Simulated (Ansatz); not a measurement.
V (bcc (W type), space group No. 229) at seven volumes, DFT-r²SCAN in the program Ansatz with PAW potentials, scaled uniformly. One row is withheld.

```csv
V (Å³/atom),P (GPa)
12.088,?
12.487,13.33
12.885,6.19
13.284,-0.01
13.682,-5.38
14.081,-10.04
14.479,-14.08
```

Question: Fit the shown pressures and predict the withheld one.

Answer: P = (3/2)B₀(x^(7/2) − x^(5/2))[1 + (3/4)(B′ − 4)(x − 1)] with x = (V₀/V)^(2/3). Least squares on the six rows gives V₀ = 13.283 Å³/atom, B₀ = 192 GPa, B′ = 3.76. At V = 12.088, x = 1.0649 and P = 21.60 GPa. The run itself gave 21.58 GPa.

Space group Im-3m (bcc (W type)). Symmetry was held in the r²SCAN relaxation. No spin polarisation was allowed.

Potentials: the earlier of the program's two PAW sets.
